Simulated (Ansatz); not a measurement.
Calculated O-17 NMR of the central transition for Ta2SnO7

Cell: a structure deposited in the COD whose atoms were relaxed with PBE, the cell held.

```cif
data_Ta2SnO7
_symmetry_space_group_name_H-M 'C2/c'
_symmetry_Int_Tables_number 15
_cell_length_a 17.1400
_cell_length_b 4.8650
_cell_length_c 5.5480
_cell_angle_alpha 90.000
_cell_angle_beta 91.000
_cell_angle_gamma 90.000
loop_
_atom_site_label
_atom_site_type_symbol
_atom_site_symmetry_multiplicity
_atom_site_Wyckoff_symbol
_atom_site_fract_x
_atom_site_fract_y
_atom_site_fract_z
Ta Ta 8 f 0.6676 0.7398 0.6816
Sn Sn 4 e 0.5000 0.6979 0.2500
O7 O 4 e 0.5000 0.9096 0.7500
O9 O 8 f 0.5798 0.5202 0.5156
O13 O 8 f 0.6481 0.0311 0.4415
O17 O 8 f 0.2224 0.0718 0.3400
```

One atom of each set is listed; the run and its k-mesh use a cell of 20 atoms with edges of 8.91, 8.91, 5.55 Å.

Method: Kohn–Sham DFT in Ansatz, PBE, plane waves and PAW, scalar-relativistic, 420 eV cutoff, Γ-centred 5×5×5 k-points, Fermi–Dirac smearing 0.02 eV.

O-17 has I = 5/2 and Q = -25.58 mb (Pyykkö 2018); at 35.2 T its Larmor frequency is ν₀ = 203.3 MHz. Only the quadrupole interaction is simulated: positions count from each site's isotropic chemical shift, and J coupling is left out, as are shift anisotropy and dipolar coupling, which fast spinning averages.

Problem. Simulate the second-order pattern (fast magic-angle spinning, Gaussian broadening 0.02 kHz) of site O17 (3 Ta at 1.98–2.28 Å).

Solution. The calculation gives C_Q = 2.76 MHz and η = 0.46, so ν_Q = 0.414 MHz and the centre of gravity lies at -1.19 ppm (-0.241 kHz).

(offset (kHz), height): (-0.6131, 0), (-0.5971, 0), (-0.5810, 5), (-0.5650, 9), (-0.5489, 9), (-0.5329, 9), (-0.5168, 9), (-0.5008, 10), (-0.4847, 10), (-0.4687, 11), (-0.4526, 20), (-0.4365, 31), (-0.4205, 34), (-0.4044, 36), (-0.3884, 39), (-0.3723, 42), (-0.3563, 48), (-0.3402, 61), (-0.3242, 99), (-0.3081, 100), (-0.2921, 80), (-0.2760, 73), (-0.2600, 70), (-0.2439, 70), (-0.2279, 71), (-0.2118, 74), (-0.1958, 82), (-0.1797, 99), (-0.1636, 98), (-0.1476, 78), (-0.1315, 68), (-0.1155, 61), (-0.0994, 56), (-0.0834, 53), (-0.0673, 50), (-0.0513, 47), (-0.0352, 40), (-0.0192, 15), (-0.0031, 1), (0.0129, 0)

At O17 V_zz stands upright on the plane through its three neighbours (within 2°).

At this cell the principal stresses reach 6 GPa in size with PBE, which can matter for small gradients. Without spin–orbit coupling the gradients at and beside Ta can be off by some per cent, at some sites by more. The database positions were far from equilibrium, so the relaxed structure may not be the compound's real one.
